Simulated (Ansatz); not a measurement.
GaP (zinc blende)

```
GaP
1.0
    0.00000     2.75322     2.75322
    2.75322     0.00000     2.75322
    2.75322     2.75322     0.00000
P Ga
1 1
Cartesian
  4.12983   4.12983   4.12983
  0.00000   0.00000   0.00000
```

The slice is a {111} plane (indices of the conventional cell) through the point (0.000, 0.000, 0.000) (fractional), spanned by u = [100] and v = [-1 2 0] in vectors of this cell: u (3.89 Å) and v (6.74 Å, at 90° to u). It covers one period; positions are fractions (u, v).

These are PBE (plane waves to 420 eV, PAW, scalar-relativistic; Ansatz, an electronic-structure program) values and carry that method's errors. k mesh 10×10×10. These are valence fields of a PAW run, semicore shells included where kept as valence: close to a nucleus they are smooth pseudo fields. GaP was relaxed with its symmetry unable to fall. The PAW data are Ansatz's earlier set.

Task: Sketch the valence electron density on this plane as a map.

Result: 
```
|8877553333333333333333335577|
|6655443333333333333333334455|
|3333333333333333333333333333|
|2222223333333344333333332222|
|1111222233333333333333222211|
|0011112222333333333322221111|
|0000111122333333333322111100|
|0000001122333333333322110000|
|0000111122333344333322111100|
|0011112233445566554433221111|
|1111222233557788775533222211|
|2222223344668899886644332222|
|3333333333557788775533333333|
|3333333333445566554433333333|
|3333333333333333333333333333|
|4433333333222222222233333333|
|3333333322221111112222333333|
|3333332222111100111122223333|
|3333332211110000001111223333|
|3333332211000000000011223333|
|4433332211110000001111223333|
|6655443322111100111122334455|
|8877553322221111112222335577|
|9988664433222222222233446688|
```
Scale: ten equal steps from -1.57 (start of '0') to 1.71 (end of '9'), in the order '0123456789'. Values: log₁₀ of the valence density in e/Å³. The map has 14 points along u (two characters each, u = 0 at the left) and 24 along v (v = 0 in the bottom row). The scale is logarithmic, as a density can span decades between atoms and voids.
